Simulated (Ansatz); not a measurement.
TaN:
```yaml
crystal:
  lattice:
    - [0.00000, 2.17379, 2.17379]
    - [2.17379, 0.00000, 2.17379]
    - [2.17379, 2.17379, 0.00000]
  atoms:
    - { symbol: Ta, position: [0.50000, 0.50000, 0.50000] }
    - { symbol: N, position: [0.00000, 0.00000, 0.00000] }
```

Relaxed with LDA. Special points in fractions of this cell's reciprocal vectors: Γ (0.000, 0.000, 0.000); X (0.500, 0.000, 0.500); U (0.625, 0.250, 0.625); K (0.375, 0.375, 0.750); L (0.500, 0.500, 0.500); W (0.500, 0.250, 0.750).

List the band energies nearest the Fermi level at these points for LDA in the plane-wave PAW code Ansatz.

In eV from the Fermi level; about four levels below and three above (degenerate sets whole), none deeper than 8.9 eV; … stands for higher levels left out; points with the same levels are listed once.

```tsv
k	below	above
Γ	-3.89 -3.89 -3.89 -2.21 -2.21 -2.21	…
X	-6.62 -5.69 -4.66 -4.66	2.19 3.75 3.75
U	-7.84 -6.83 -6.32 -2.31	2.59 2.69 4.92
L	-7.81 -7.81	2.00 2.00 2.11
W	-6.85 -6.85 -0.19 -0.19	3.77 4.41 …
```

Space group Fm-3m (rock salt). The cell was relaxed with LDA under the symmetry of its start; of distortions, only those at the zone centre were tested. The run is not spin-polarised. Scalar-relativistic: spin–orbit coupling is off unless named, which matters more the heavier the elements.

Potentials: the earlier of the program's two PAW sets.
